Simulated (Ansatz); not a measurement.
## Data sheet: CaAu5 (DFT)

CaAu5:
```xyz
6
Lattice="0.0000 3.8974 3.8974 3.8974 0.0000 3.8974 3.8974 3.8974 0.0000" Properties=species:S:1:pos:R:3 pbc="T T T"
Ca     0.0000     0.0000     0.0000
Au     4.8693     2.9255     2.9255
Au     4.8693     4.8693     4.8693
Au     2.9255     2.9255     4.8693
Au     2.9255     4.8693     2.9255
Au     1.9487     1.9487     1.9487
```

Space group F-43m (No. 216); conventional cell a = b = c = 7.7947 Å, α = β = γ = 90.00°.

Method: the program Ansatz at the r²SCAN level (PAW). The cell and atoms are relaxed at this level. Other levels are named where they apply.

**Cell and energy**

```yaml
volume_per_atom: 19.73 Å³
density: 14.37 g/cm³
Formation energy from the elements (no fitted shifts): -0.44 eV/atom
```

**Electronic structure**

```yaml
electronic_character: metallic (no gap)
Density of states at the Fermi level: 0.24 states/eV per atom (mean over ±0.08 eV)
```

The workflow started from a Materials Project entry (that database holds measured and hypothetical structures alike); the Crystallography Open Database files this formula in space group No. 216, but the cells were not matched. Whether it is the stable phase at ambient conditions was not checked. The cell was relaxed with r²SCAN under the symmetry of its start; whether a distortion lowers the energy is not shown. The references are the lowest solids computed at this level, not always the standard phases. Scalar-relativistic: spin–orbit coupling is off unless named, which matters more the heavier the elements.

Potentials: the later of the program's two PAW sets.
